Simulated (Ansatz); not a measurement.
PtS2 (CdI2 type, P-3m1) under volume change, DFT-PBE+D3(BJ) in the program Ansatz with PAW potentials, shape and atoms relaxed at each volume.

```csv
V (Å³/atom),E − E(relaxed) (meV/atom),P (GPa)
15.742,25.2,6.42
16.261,9.5,3.44
16.780,?,?
17.299,0.0,0.00
17.818,1.8,-0.99
18.337,6.0,-1.56
18.856,?,?
```

Q: Complete the blanks.

A: 
- 16.780, E − E(relaxed) (meV/atom): 2.0
- 16.780, P (GPa): 1.38
- 18.856, E − E(relaxed) (meV/atom): 11.7
- 18.856, P (GPa): -1.91

Q: What does a third-order Birch–Murnaghan fit give for V₀, B₀ and B′?

A: V₀ = 17.28 Å³/atom, B₀ = 40.2 GPa, B′ = 12.6.

The cell was relaxed with PBE+D3(BJ) under the symmetry of its start; of distortions, only those at the zone centre were tested. The run is not spin-polarised. Scalar-relativistic: spin–orbit coupling is off unless named, which matters more the heavier the elements.

Potentials: the later of the program's two PAW sets.
